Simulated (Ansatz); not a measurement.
A geometry of Sn away from equilibrium: the start of the relaxation of a generated trial cell of Sn in the black-P structure type. Calculation: PBE (plane waves to 420 eV, PAW, scalar-relativistic; Ansatz, a program for electronic structure). Γ-centred k-mesh 9×9×6 on the run's cell (coarser than for final values), Fermi–Dirac smearing 0.05 eV.

```xyz
4
Lattice="1.9670 -6.2197 0.0000 1.9670 6.2197 0.0000 0.0000 0.0000 5.1955" Properties=species:S:1:pos:R:3:forces:R:3 pbc="T T T" free_energy=-24094.223 pressure_GPa=11.2
Sn     1.9670     1.2648     3.0163    0.0000    1.6295   -1.9441
Sn     1.9670    -1.2648     2.1792    0.0000   -1.6295    1.9441
Sn     1.9670    -4.9549     4.7770    0.0000    1.6295    1.9441
Sn     1.9670     4.9549     0.4186    0.0000   -1.6295   -1.9441
```

Positions in Å, forces in eV/Å, free energy of the cell in eV (comparable only within this code, potentials and settings). Largest force: 2.54 eV/Å, on Sn1, Sn2, Sn3, Sn4 (atoms numbered as listed); the geometry lies 0.66 eV/atom above the end of its relaxation.

No spin polarisation in the result.

The run could not lower the symmetry of its start; a shaken copy of this end point relaxes with PBE to P2/m (No. 10) at a tolerance of 0.01 Å, P6/mmm (No. 191) at 0.1 Å, 0.04 eV/atom lower.

The end of the path is a generated cell of Sn: the first start was made by placing the elements on the sites of a structure type, and the end was not matched to a known phase here, so it may be hypothetical. Known forms of Sn include space group No. 141, 227.
